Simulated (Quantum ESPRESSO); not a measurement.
## Si6Ge2 (convergence and cost over cutoff and k mesh)

Simulated, not a measurement. The program is pw.x of Quantum ESPRESSO 7.5 (plane-wave density functional theory). The cell is made up: 8 atoms on a zincblende/diamond lattice, with randomly drawn elements, strain and displacements, not relaxed. PseudoDojo standard norm-conserving files (v0.5 for PBE, v0.4.1 for LDA and PBEsol) set the functional; there is no spin polarisation, spin-orbit coupling or dispersion term, and the masses in the input are unused placeholders.

Input of the run in row 4:

```
&control calculation='scf', pseudo_dir='./dojo.nc.sr.pbe.v0_5.standard.upf', outdir='./o', disk_io='low', tprnfor=.true., tstress=.true. /
&system ibrav=0, nat=8, ntyp=2, nbnd=32, ecutwfc=77.98206166, nosym=.true., tot_charge=0,
 occupations='smearing', smearing='fd', degauss=0.0018374661
/
&electrons conv_thr=7.350e-09, electron_maxstep=60, /
ATOMIC_SPECIES
Ge 1.0 Ge.upf
Si 1.0 Si.upf
CELL_PARAMETERS angstrom
5.5563 0.0 0.0
0.0 5.5563 0.0
0.0 0.0 5.5563
ATOMIC_POSITIONS angstrom
Si 0.0408 -0.0091 -0.0207
Si -0.0498 2.8168 2.7604
Ge 2.7321 -0.0045 2.802
Ge 2.7724 2.7195 0.0185
Si 1.343 1.3423 1.4182
Si 1.449 4.2138 4.1797
Si 4.1936 1.3348 4.1473
Si 4.1399 4.1375 1.3932
K_POINTS automatic
4 4 4 1 1 1
```

The same cell was run at these settings. Meshes are shifted by half a step, and differences are from the last row, which is itself not exact.

```
cutoff (eV)     k mesh  k points solved  threshold (eV)  free energy less the last row's (eV)  pressure (GPa)  largest stress difference (GPa)  largest force difference (eV/Å)  iterations  wall time (s)  k-point pools                  processor
        743  2 x 2 x 2                4           1e-04                                 4.432          -31.60                            30.88                            0.025           6             10              4  Intel Xeon, 2023 or later
       1061  2 x 2 x 2                4           1e-07                                 0.692           -0.53                             0.22                            0.024           9             17              4  Intel Xeon, 2023 or later
        748  4 x 4 x 4               32           1e-07                                 3.491          -30.11                            29.37                            0.002          10             38              4  Intel Xeon, 2023 or later
       1061  4 x 4 x 4               32           1e-07                                 0.015           -0.77                             0.03                            0.001           9             60              4  Intel Xeon, 2023 or later
       1347  6 x 6 x 6              108           1e-07                                 0.000           -0.74                             0.00                            0.000           9            300              4  Intel Xeon, 2023 or later
```

Each pool is one process. Wall times include start-up and a band step at six k points, which weighs most on the coarsest meshes. The runs were on shared virtual cores whose load varied, so times are rough.